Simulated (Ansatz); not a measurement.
Crystals of one structure type (zinc blende) and one family of elements, relaxed and computed with the program Ansatz at the LDA level (PAW).

```csv
crystal,V (Å³/atom),B₀ by P(V) fit (GPa)
BN,5.74,402
AlN,10.23,?
GaN,11.06,202
BiB,19.80,87.0
AlP,20.05,89.9
```

Fit a straight line to ln B₀ against ln V and predict the withheld value.

Least squares on the 4 shown rows: ln B₀ = -1.23 × ln V + (8.184), with a scatter of 5 %. For AlN this gives 205. The run itself gave 210, within the scatter.

Constructed cells (a structure type filled with these elements, in neither database checked): BiB, zinc blende. All cells were relaxed under the symmetry of their starts (and spin orders); stability against distortions was not tested throughout. Spin–orbit coupling is left out wherever it is not named.

Potentials: the later of the program's two PAW sets.
